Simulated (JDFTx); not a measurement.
```json
{
  "surface": "AlRu(100), Ru outermost, slab composition Al3Ru4",
  "bulk": "AlRu, Pm-3m, lattice of mp-542569 (not re-optimised)",
  "slab": "7 atoms in 7 planes, 1x1, 8.9 Å between the outermost planes",
  "in-plane cell": "2.982 × 2.982 Å, 8.90 Å²",
  "cell_height": "24.9 Å",
  "sampling": "8×8×1 k mesh, Fermi smearing 0.01 Ha, no spin polarisation"
}
```

Whether this polymorph is the ambient one wasn't checked.

Profiles through the double layer of this slab, charged, in linear PCM (GLSSA13), water, 0.5 M NaCl; PBE, GBRV ultrasoft potentials, plane waves to 20/100 Ha, JDFTx (a modified build). z is the height above the outermost atoms, φ the plane-averaged electrostatic potential energy of an electron (zero in the bulk liquid), ρ_b the bound charge of solvent and ions, s the cavity shape function (0 in the solid, 1 in the liquid).

| z (Å) | n (e/Å³) | s | φ (eV) | ρ_b (10⁻³ e/Å³) |
|---|---|---|---|---|
| 0.87 | 0.2116 | 0.00 | -3.490 | 0.00 |
| 1.33 | 0.0469 | 0.00 | -1.433 | -0.86 |
| 1.79 | 0.0124 | 0.00 | -0.274 | -10.23 |
| 2.26 | 0.0036 | 0.27 | -0.057 | -1.42 |
| 2.72 | 0.0011 | 0.90 | -0.046 | 1.10 |
| 3.18 | 0.0004 | 1.00 | -0.041 | 0.40 |
| 3.64 | 0.0001 | 1.00 | -0.037 | 0.13 |
| 4.10 | 0.0000 | 1.00 | -0.033 | 0.04 |
| 4.56 | 0.0000 | 1.00 | -0.030 | 0.01 |
| 5.02 | 0.0000 | 1.00 | -0.027 | 0.00 |
| 5.48 | 0.0000 | 1.00 | -0.024 | -0.01 |
| 5.94 | 0.0000 | 1.00 | -0.022 | -0.01 |
| 6.41 | 0.0000 | 1.00 | -0.019 | -0.01 |
| 6.87 | 0.0000 | 1.00 | -0.017 | -0.01 |
| 7.33 | 0.0000 | 1.00 | -0.016 | 0.00 |
| 7.79 | 0.0000 | 1.00 | -0.014 | 0.00 |

Is the electrode positively or negatively charged, and roughly by how much?

Positively: σ = 8.0 μC/cm² per face. The liquid's bound charge is of the opposite sign overall, and far from the surface φ decays with the screening length (4.3 Å).
